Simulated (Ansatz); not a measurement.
An Ansatz (a program for electronic structure) run. Input:

Ansatz 0.2 input:
```yaml
crystal:
  lattice:
    - [5.2608281703, 0.0, 0.0]
    - [0.0, 5.2608281703, 0.0]
    - [0.0, 0.0, 6.5935444581]
  atoms:
    - { symbol: Li, position: [0.5, 0.5, 0.5] }
    - { symbol: Li, position: [0.0, 0.0, 0.0] }
    - { symbol: Ca, position: [0.0, 0.5, 0.25] }
    - { symbol: Ca, position: [0.0, 0.5, 0.75] }
    - { symbol: Ca, position: [0.5, 0.0, 0.25] }
    - { symbol: Ca, position: [0.5, 0.0, 0.75] }
    - { symbol: Cu, position: [0.5, 0.5, 0.0] }
    - { symbol: Cu, position: [0.0, 0.0, 0.5] }
    - { symbol: N, position: [0.2477314449, 0.7522685551, 0.5] }
    - { symbol: N, position: [0.7522685551, 0.2477314449, 0.5] }
    - { symbol: N, position: [0.7477314449, 0.7477314449, 0.0] }
    - { symbol: N, position: [0.2522685551, 0.2522685551, 0.0] }
kpoints:
  mp_grid: { grid: [3, 3, 3] }
hamiltonian:
  xc: hse06
  pseudopotentials: { kind: paw }
scf:
  n_extra_bands: 12
  occupations: { method: fixed }
output:
  eigenvalues: true
  eigenstates:
    e_range: [-9.0, 9.9]
    kpoints:
      - [0.0, 0.0, 0.0]  # VBM
      - [0.0, 0.0, 0.0]  # CBM
      - [0.0, 0.0, 0.0]  # GAMMA
      - [0.0, 0.0, 0.5]  # Z
      - [0.5, 0.5, 0.0]  # M
      - [0.5, 0.5, 0.5]  # A
      - [0.0, 0.5, 0.5]  # R
      - [0.0, 0.5, 0.0]  # X
```

Output (shortened):

```
Pseudopotential: Li, paw, valence charge 3
Pseudopotential: Ca, paw, valence charge 10
Pseudopotential: Cu, paw, valence charge 19
Pseudopotential: N, paw, valence charge 5
Functional definition: HSE06
davidson cushion auto → on  (no smearing: the cushion is to keep the highest requested band from converging to the state above it …
Crystal: 12 atoms, lattice volume = 182.485 Å³
Basis set: ecut = 420 eV, 3583 PW (Γ)
Bands: 64, of which v1, the nominal top of the filled ones, is band 52 counted from 1 (51 counted from 0)
Symmetry: 16 space group operations
Space group: P42/mnm (ITA 136), of the structure as read, at distance tolerance 5.7e-5 Å
k-points: 6 of 27
SCF iter   1: F=—  HF=-22470.832828 eV  |F-HF|=—  |Δ(HF+E_count)|=         —  Δρ=5.01e-3  dr2=3.31e-2  ethr=1.77e-3  ⟨swp⟩=13.2  Hψ=2056  notcnv=0
preconditioner: auto → none
SCF iter   2: F=—  HF=-22470.845406 eV  |F-HF|=—  |Δ(HF+E_count)|=   1.26e-2  Δρ=7.69e-3  dr2=8.23e-2  ethr=3.18e-5  ⟨swp⟩=5.3  Hψ=1313  notcnv=0
SCF iter   3: F=—  HF=-22470.831922 eV  |F-HF|=—  |Δ(HF+E_count)|=   1.35e-2  Δρ=2.75e-3  dr2=9.42e-3  ethr=3.18e-5  ⟨swp⟩=4.2  Hψ=1120  notcnv=0
SCF iter   4: F=—  HF=-22470.830907 eV  |F-HF|=—  |Δ(HF+E_count)|=   1.01e-3  Δρ=8.05e-4  dr2=1.07e-3  ethr=9.06e-6  ⟨swp⟩=3.0  Hψ=938  notcnv=0
iter 5 solved again at ethr=2.40e-8 eV; its pass at ethr=1.03e-6 eV (dr2=2.50e-5 eV) is discarded
SCF iter   5: F=-22470.830872 eV  HF=-22470.830870 eV  |F-HF|=1.74e-6  |Δ(HF+E_count)|=   3.67e-5  Δρ=1.19e-4  dr2=2.22e-5  ethr=2.40e-8  ⟨swp⟩=4.7  Hψ=2048  notcnv=0
SCF 1 stopped early in 5 iterations: F = -22470.830872 eV  dr2 = 2.22e-5
Crystal: 12 atoms, lattice volume = 182.485 Å³
Exchange kernel: α = 0.2500, screened, ω = 0.2079 Å⁻¹, Wigner–Seitz truncation, v(0) = 1037.3506 eV·Å³, q-mesh 3×3×3, nearest image of the exchange supercell L …
Frozen-core exchange: fock
SCF iter   1: F=—  HF=-22471.408015 eV  |F-HF|=—  |Δ(HF+E_count)|=         —  Δρ=2.96e-2  dr2=1.37e0  ethr=2.13e-7  ⟨swp⟩=11.7  Hψ=2550  notcnv=0
preconditioner: auto → none
SCF iter   2: F=—  HF=-22471.631978 eV  |F-HF|=—  |Δ(HF+E_count)|=   2.24e-1  Δρ=4.18e-2  dr2=2.33e0  ethr=2.13e-7  ⟨swp⟩=9.0  Hψ=2355  notcnv=0
SCF iter   3: F=—  HF=-22471.155468 eV  |F-HF|=—  |Δ(HF+E_count)|=   4.77e-1  Δρ=6.62e-3  dr2=5.28e-2  ethr=2.13e-7  ⟨swp⟩=6.7  Hψ=1870  notcnv=0
SCF iter   4: F=—  HF=-22471.192348 eV  |F-HF|=—  |Δ(HF+E_count)|=   3.69e-2  Δρ=3.09e-3  dr2=2.82e-2  ethr=2.13e-7  ⟨swp⟩=6.7  Hψ=1764  notcnv=0
SCF iter   5: F=—  HF=-22471.186128 eV  |F-HF|=—  |Δ(HF+E_count)|=   6.22e-3  Δρ=1.97e-3  dr2=7.85e-3  ethr=2.13e-7  ⟨swp⟩=5.2  Hψ=1598  notcnv=0
SCF iter   6: F=—  HF=-22471.184903 eV  |F-HF|=—  |Δ(HF+E_count)|=   1.23e-3  Δρ=6.33e-4  dr2=1.42e-3  ethr=2.13e-7  ⟨swp⟩=5.0  Hψ=1468  notcnv=0
SCF iter   7: F=—  HF=-22471.191009 eV  |F-HF|=—  |Δ(HF+E_count)|=   6.11e-3  Δρ=1.86e-3  dr2=4.44e-3  ethr=2.13e-7  ⟨swp⟩=5.0  Hψ=1392  notcnv=0
SCF iter   8: F=—  HF=-22471.190024 eV  |F-HF|=—  |Δ(HF+E_count)|=   9.84e-4  Δρ=4.84e-4  dr2=3.55e-4  ethr=2.13e-7  ⟨swp⟩=4.2  Hψ=1262  notcnv=0
SCF iter   9: F=-22471.189955 eV  HF=-22471.189961 eV  |F-HF|=5.72e-6  |Δ(HF+E_count)|=   6.36e-5  Δρ=6.32e-5  dr2=1.34e-5  ethr=2.13e-7  ⟨swp⟩=3.0  Hψ=943  notcnv=0
SCF 2 stopped early in 9 iterations: F = -22471.189955 eV  dr2 = 1.34e-5
hybrid outer 1: dexx = +6.549e-2 eV, tail = 2.10e-4 eV
Crystal: 12 atoms, lattice volume = 182.485 Å³
Exchange kernel: α = 0.2500, screened, ω = 0.2079 Å⁻¹, Wigner–Seitz truncation, v(0) = 1037.3506 eV·Å³, q-mesh 3×3×3, nearest image of the exchange supercell L …
Frozen-core exchange: fock
SCF iter   1: F=—  HF=-22471.190447 eV  |F-HF|=—  |Δ(HF+E_count)|=         —  Δρ=6.68e-5  dr2=7.25e-6  ethr=1.01e-6  ⟨swp⟩=4.0  Hψ=979  notcnv=0
preconditioner: auto → none
SCF iter   2: F=—  HF=-22471.190448 eV  |F-HF|=—  |Δ(HF+E_count)|=   5.62e-7  Δρ=3.96e-5  dr2=2.23e-6  ethr=6.68e-9  ⟨swp⟩=5.5  Hψ=1291  notcnv=0
iter 3 solved again at ethr=1.02e-10 eV; its pass at ethr=1.86e-9 eV (dr2=1.06e-7 eV) is discarded
SCF iter   3: F=—  HF=-22471.190448 eV  |F-HF|=—  |Δ(HF+E_count)|=   2.52e-7  Δρ=6.90e-6  dr2=2.49e-7  ethr=1.02e-10  ⟨swp⟩=3.7  Hψ=1878  notcnv=0  defer=1
SCF iter   4: F=—  HF=-22471.190442 eV  |F-HF|=—  |Δ(HF+E_count)|=   6.00e-6  Δρ=1.18e-5  dr2=2.15e-7  ethr=1.02e-10  ⟨swp⟩=7.2  Hψ=1477  notcnv=0
SCF iter   5: F=-22471.190442 eV  HF=-22471.190442 eV  |F-HF|=6.26e-9  |Δ(HF+E_count)|=   5.15e-8  Δρ=1.71e-6  dr2=8.01e-9  ethr=1.02e-10  ⟨swp⟩=4.0  Hψ=1045  notcnv=0
SCF 3 converged in 5 iterations: F = -22471.190442 eV  dr2 = 8.01e-9
hybrid outer 2: dexx = +2.945e-6 eV, tail = 1.38e-7 eV, Δε = 3.61e-3 eV (about 1.72e-4 eV left of the loop's levels)
the search or the solves at the SCF's close seem to have found levels that the self-consistency loop had missed (the run counts 2) …
NSCF: frozen V_eff on 8 k-points
hybrid SCF converged: 2 outer / 14 inner (+5 warm-up), last move |dexx| = 2.94e-6 eV, tail = 1.38e-7 eV
Stability not checked (fock_operator)
Free energy (F): -22471.190450 eV
Frozen-core exchange: fock
Harris-Foulkes:  -22471.190450 eV  (|F-HF|=6.26e-9)
Internal energy: -22471.190450 eV  (E = F + TS)
E sigma→0 (E₀):  -22471.190450 eV
Fermi energy:    7.018886 eV
--- Per-component energies (eV) ---
  E_band       = -1879.164488
  E_kinetic    = 2282.739232
  E_local      = -15554.434621  (includes V_loc(G=0)·N_el)
  E_nonlocal   = 1155.460720
  E_hartree    = 6519.056968
  E_xc         = -797.513545
  E_vxc        = -997.844831  (∫ρ·V_xc dr)
  E_exx        = -407.949503  (= α·E_x^exact, valence–valence)
  E_paw        = -7105.586331  (= ΣΔE_a)
  E_vpaw       = -987.306938  (= ΣTr[D̂ρ^β])
  E_aug_tail   = 0.000827  (compensation charges beyond the density's cutoff)
  E_ewald      = -8561.816177
  E_core_change = -1.148020  (= ΣΔE_core)
  E_smearing   =  0.000000  (= −TS)
  E_closure    =  0.000000  (closes the sum)
  Σ components = -22471.190450   (vs F -22471.190450, Δ=0.00e0)
  [band-id]    e_kinetic+e_local+e_nonlocal+2·e_hartree+e_vxc+2·e_exx+e_vpaw+e_augmentation_tail = -1879.170681   (vs E_band -1879.164488, Δ=-6.19e-3)
--- Band table (eV; the first three rows and the last of 6) ---
  k-point 0: bands = ["-110.3285", "-110.3285", "-66.2379", "-66.2379", "-66.0674", "-66.0674", "-66.0141", "-66.0141", "-40.4132", "-40.4130", "-35.1697", "-35.1465", "-35.1247", "-35.1035", "-15.0801", "-14.9435", "-14.9435", "-14.9411", "-14.8206", …
  k-point 1: bands = ["-110.3285", "-110.3284", "-66.2379", "-66.2379", "-66.0674", "-66.0674", "-66.0141", "-66.0141", "-40.4132", "-40.4131", "-35.1585", "-35.1360", "-35.1358", "-35.1143", "-14.9489", "-14.9247", "-14.9247", "-14.8401", "-14.8401", …
  k-point 2: bands = ["-110.3285", "-110.3284", "-66.2379", "-66.2379", "-66.0674", "-66.0674", "-66.0141", "-66.0141", "-40.4132", "-40.4131", "-35.1639", "-35.1523", "-35.1193", "-35.1087", "-15.0497", "-14.9889", "-14.8998", "-14.8790", "-14.7981", …
  k-point 5: bands = ["-110.3285", "-110.3285", "-66.2379", "-66.2379", "-66.0674", "-66.0674", "-66.0141", "-66.0141", "-40.4131", "-40.4131", "-35.1499", "-35.1442", "-35.1278", "-35.1223", "-14.9456", "-14.9243", "-14.8795", "-14.8764", "-14.8569", …
```

Cost: very roughly 5 core-minutes on shared cores.

The points marked VBM and CBM come from a semilocal run.

Space group P4_2/mnm. The first step of the workflow began from a Materials Project structure, measured or hypothetical; the Crystallography Open Database copy checked does not list it. With Li and Cu taken as one species the cell has the higher symmetry P4_2/mmc, so it may be an ordered model of a mixed-site phase. Its standing as an ambient phase is unchecked. Symmetry was held in the r²SCAN relaxation; whether a distortion lowers the energy is not shown. The run is not spin-polarised.

Potentials: the later of the program's two PAW sets.

Ansatz is a plane-wave DFT program.
